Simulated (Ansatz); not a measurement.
## YP2Pd2: do energies and stresses tell the same story?

The calculation used DFT PBEsol, scalar-relativistic, plane waves, PAW (Ansatz 0.2.0).

Cutoff 420 eV; k points 12×12×12 on the computed 5-atom cell (Γ-centred); Gaussian smearing, width 0.10 eV; no spin polarisation.

Relaxed cell: I4/mmm, a = 4.042 Å, b = 4.042 Å, c = 9.810 Å, α = 90.00°, β = 90.00°, γ = 90.00°, 5 atoms in the primitive cell. Whether it is the stable form of this composition wasn't checked.

Energies at zero smearing and pressures from the stress tensor, at volumes with shape and atoms relaxed:
```tsv
V (Å³/atom)	E − E(first) (meV/atom)	P (GPa)
15.069	0.00	10.70
15.550	-23.09	4.88
16.031	-30.15	0.00
16.512	-23.78	-4.10
16.993	-6.13	-7.53
```

Task: Check P = −dE/dV between neighbouring volumes, and get the bulk modulus from the pressures alone.

Result: With 1 eV/Å³ = 160.2 GPa:
| middle V (Å³/atom) | −ΔE/ΔV (GPa) | mean P (GPa) |
| --- | --- | --- |
| 15.309 | 7.694 | 7.792 |
| 15.790 | 2.352 | 2.442 |
| 16.271 | -2.124 | -2.047 |
| 16.752 | -5.879 | -5.811 |

The two differ by 0.10 GPa at most. The mean of two end pressures misses the average over a step by about ΔV² P″/12, up to 0.09 GPa here; with that taken off 0.02 GPa remains. Around V = 16.031 Å³/atom, the two neighbours give B = −V ΔP/ΔV = 16.031 × 8.98 / 0.962 = 149.6 GPa, against B0 = 148.9 GPa from the Birch–Murnaghan fit of the energies.